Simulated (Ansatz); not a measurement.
The relaxed structure here is a generated cell of Ge3N4: the first start was made by placing the elements on the sites of a structure type, and the end was not matched to a known phase here, so it may be hypothetical.

The end point of a relaxation of Ge3N4. Space group C2/m (No. 12). The numbers are results of PBEsol (plane waves to 420 eV, PAW, scalar-relativistic; Ansatz, a quantum-chemistry and plane-wave program), not measurements.

```cif
data_Ge3N4
_chemical_formula_sum 'N4 Ge3'
_space_group_name_H-M_alt 'P 1'
_space_group_IT_number 1
_cell_length_a 5.57960
_cell_length_b 5.57960
_cell_length_c 4.91061
_cell_angle_alpha 103.918
_cell_angle_beta 103.918
_cell_angle_gamma 32.384
loop_
_space_group_symop_operation_xyz
  'x, y, z'
loop_
_atom_site_label
_atom_site_type_symbol
_atom_site_fract_x
_atom_site_fract_y
_atom_site_fract_z
_atom_site_occupancy
N1 N 0.95382 0.95382 0.21459 1
N2 N 0.66737 0.66737 0.31959 1
N3 N 0.33263 0.33263 0.68041 1
N4 N 0.04618 0.04618 0.78541 1
Ge1 Ge 0.86373 0.86373 0.48912 1
Ge2 Ge 0.50000 0.50000 0.00000 1
Ge3 Ge 0.13627 0.13627 0.51088 1
```

Task: What is the computed band gap (PBEsol)?

Result: 1.83 eV, indirect (valence top at 25 % of the way from C2 to Y2, conduction bottom at Γ) (no spin-orbit coupling).

Task: Give the smallest direct gap at the level PBEsol.

Result: 1.98 eV at Γ.

No spin polarisation in the result.

It was reached from a disturbed copy of a Im-3m (No. 229) cell (AFLOW prototype A4B3_cI14_229_c_b (as in Pt3O4)), against which it lies -1.49 eV/atom.
